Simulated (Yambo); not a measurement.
G0W0@LDA for Ba₂RuH₆ (space group Fm-3m, No. 225) in Yambo. Reference settings: 2×2×2 Γ-centred k mesh, bands 5 to 186 and a 7 Ry block in the screening, 186 bands in G with the Bruneval-Gonze terminator, plasmon pole fitted at 27.2 eV. The LDA gap Γ → X on this mesh is 1.68 eV; G0W0 gaps are taken between the same points.

The settings were changed. The gap went from 2.69 eV to 2.92 eV, and the shift of the valence edge from -0.22 eV to 0.28 eV.

**Question.** Which change was made?
A. 69 bands in W, 69 bands in G, 3 Ry block
B. 69 bands in W, 69 bands in G, 4 Ry block
C. 69 bands in W, 69 bands in G, 2 Ry block
D. 43 bands in W, 43 bands in G, 2 Ry block

**Answer.** D, 43 bands in W, 43 bands in G, 2 Ry block. The others gave (gap, valence shift): 69 bands in W, 69 bands in G, 2 Ry block: 2.67, 0.13 eV; 69 bands in W, 69 bands in G, 3 Ry block: 2.64, 0.14 eV; 69 bands in W, 69 bands in G, 4 Ry block: 2.64, 0.13 eV.

Spin-orbit coupling is not included.

Geometry of the Materials Project entry, not relaxed at this level; primitive cell a = b = c = 5.7044 Å, α = β = γ = 60.00°.

The structure is a Materials Project entry; no match was found in the copy of COD used, and its stability was not checked.

A shift is the quasiparticle energy of the state minus its LDA energy.
